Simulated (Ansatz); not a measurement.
Diamond alloy of Si and Sn (16 of 64 Si sites exchanged), 64 atoms

Ansatz, PAW, plane waves. PBEsol relaxation of volume and atoms (shape held) at the single k point (½, ½, ½); single points on the relaxed atoms at the Γ point alone, onto which points of the small cell's zone fold. Arrangement: random. No spin–orbit coupling unless named.

Relaxed structure:

```
Si Sn
1.0
    11.40344    0.00000    0.00000
     0.00000   11.40344    0.00000
     0.00000    0.00000   11.40344
Si Sn
48 16
Cartesian
  0.1205 0.0453 11.2090
  11.3896 5.6691 5.7735
  5.6492 0.0143 11.3726
  5.6756 5.6913 5.7524
  1.5067 1.3119 1.2594
  1.5589 1.4729 7.1790
  1.5798 7.2814 1.3587
  1.3915 7.1107 7.0919
  6.9539 1.2614 1.5751
  7.2033 1.4909 7.2079
  7.2837 7.2246 1.5525
  7.0056 7.2512 6.9803
  2.8239 2.6661 11.1988
  2.8806 2.8715 5.7241
  2.7748 8.7669 11.3942
  2.8677 8.5359 5.7911
  8.5320 2.8870 5.7292
  8.3710 8.6633 0.0058
  8.5681 8.5359 5.7520
  4.2808 4.2350 7.0639
  4.2094 10.1088 1.3237
  4.1866 9.9391 7.1978
  10.1123 4.1367 6.9993
  9.9100 9.8926 7.1976
  2.8880 0.0413 2.7675
  2.8735 11.3828 8.5518
  2.7873 5.5840 8.3823
  8.4201 0.0780 2.9621
  8.5762 11.3717 8.5638
  8.4448 5.8116 3.0721
  4.1793 1.4995 4.2155
  4.2813 1.3289 9.8933
  4.3037 7.1585 4.5160
  9.7581 1.4320 4.3208
  10.1355 1.3035 9.8057
  9.9098 7.0293 4.4801
  0.0497 2.7874 8.4584
  0.1254 8.6786 8.4417
  5.7552 2.7538 2.9896
  5.5445 2.7102 8.4146
  5.7460 8.6912 8.4433
  1.4092 4.2761 4.5246
  1.5209 4.1007 9.7812
  1.6440 9.9844 4.2806
  1.4512 10.0399 9.8892
  7.0759 4.2935 4.3606
  7.3128 9.9857 4.3545
  7.0644 10.0456 9.9612
  11.3905 11.3993 5.7205
  0.2500 5.7025 11.3146
  5.6837 0.0196 5.7257
  5.7816 5.7976 0.1174
  8.5823 2.5445 0.0432
  4.2116 4.0549 1.4572
  9.9256 4.3898 1.5603
  9.9075 10.1856 1.3526
  2.7987 5.7805 3.0147
  8.5712 5.7098 8.2818
  4.1736 7.2373 9.8618
  9.9901 7.3411 9.9342
  0.1063 2.7159 2.9659
  0.0095 8.5047 2.9384
  5.6797 8.6468 2.9096
  7.0460 4.1120 9.8520
```

Q: What are the mean bond lengths by pair (pairs within 1.2 times the sum of covalent radii, less contacts 15 % beyond the pair's median; cation–cation pairs of compounds aside; long ionic contacts are cut short by that bound)?

A: Si–Si 2.390 ± 0.030 Å (standard deviation, 76 bonds); Si–Sn 2.565 ± 0.028 Å (standard deviation, 40 bonds); Sn–Sn 2.718 ± 0.018 Å (standard deviation, 12 bonds).

Q: What gap lies between the top filled and the lowest empty level in the single points?

A: HSE06 0.77 eV (5 min on 7 threads of Neoverse-V2). An indirect band minimum needn't fold onto Γ of this cell; where it doesn't, these gaps are too wide.
